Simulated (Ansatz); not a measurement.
The start is a relaxed ZnO cell deformed by the Cartesian strain tensor (xx, yy, zz, yz, xz, xy) = (0.092, -0.130, -0.077, 0.075, -0.087, 0.087). Cell shape, volume and atoms are optimised at zero target pressure with PBE (plane waves to 420 eV, PAW, scalar-relativistic; Ansatz, a quantum-chemistry and plane-wave program). The first steps use a coarse 6×8×2 k-mesh.

Initial structure:
```yaml
crystal:
  lattice:
    - [3.57035, 0.28282, -0.28282]
    - [-1.54025, 2.32201, 0.35377]
    - [-1.38080, 1.19723, 14.73388]
  atoms:
    - { symbol: Zn, position: [0.00000, 0.00000, 0.99989] }
    - { symbol: Zn, position: [0.00000, 0.00000, 0.49989] }
    - { symbol: Zn, position: [0.66667, 0.33333, 0.83342] }
    - { symbol: Zn, position: [0.33333, 0.66667, 0.33342] }
    - { symbol: Zn, position: [0.66667, 0.33333, 0.16663] }
    - { symbol: Zn, position: [0.33333, 0.66667, 0.66663] }
    - { symbol: O, position: [0.00000, 0.00000, 0.87469] }
    - { symbol: O, position: [0.00000, 0.00000, 0.37469] }
    - { symbol: O, position: [0.66667, 0.33333, 0.70794] }
    - { symbol: O, position: [0.33333, 0.66667, 0.20794] }
    - { symbol: O, position: [0.66667, 0.33333, 0.04113] }
    - { symbol: O, position: [0.33333, 0.66667, 0.54113] }
```

Question: How large is the pressure on the unrelaxed cell, and of which sign?

Answer: +37.1 GPa (positive: the cell is compressed).

Question: By how much does the energy per atom fall from start to end?

Answer: 0.55 eV/atom.

Question: Does it find its way back to the structure it was made from?

Answer: The parent structure is recovered, P6₃mc (No. 186).

Question: How do the shortest distances between atoms change?

Answer: The closest pairs of elements (up to four, under 3.6 Å), start → end: O–Zn 1.67 → 2.00 Å; O–O 2.72 → 3.26 Å; Zn–Zn 2.72 → 3.26 Å.

It ends as:

Space group P6₃mc (No. 186); a = b = 3.2695 Å, c = 15.9628 Å, α = β = 90.00°, γ = 120.00°

| atom | site | symmetry | x | y | z |
|---|---|---|---|---|---|
| Zn | 2a | 3m. | 0.0000 | 0.0000 | 0.0001 |
| Zn | 2b | 3m. | 0.3333 | 0.6667 | 0.1666 |
| Zn | 2b | 3m. | 0.6667 | 0.3333 | 0.3334 |
| O | 2a | 3m. | 0.0000 | 0.0000 | 0.1253 |
| O | 2b | 3m. | 0.3333 | 0.6667 | 0.2921 |
| O | 2b | 3m. | 0.6667 | 0.3333 | 0.4589 |

Final values are on a 9×9×2 k-mesh of the relaxed cell. No spin polarisation in the result.

The first start was generated by placing the elements on the sites of a structure type. A measured structure of ZnO has the same space group, P6₃mc (No. 186); the sites were not compared with it.
